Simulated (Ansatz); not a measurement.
According to PBE in the plane-wave PAW code Ansatz, Al in the simple cubic structure (Pm-3m) relaxes to a = 2.721 Å. Al has 6 nearest neighbours from 2.72 Å (octahedral).

Electronic character: metallic (no gap).

An equation-of-state fit gives a bulk modulus of 573 kbar.

The start of the workflow was typed in or built on a structure type; neither database checked (COD, Materials Project) lists it. It is not the phase usual at ambient conditions (space group No. 225). The PBE relaxation kept the symmetry of its start; whether a distortion lowers the energy is not shown.

Potentials: the earlier of the program's two PAW sets.
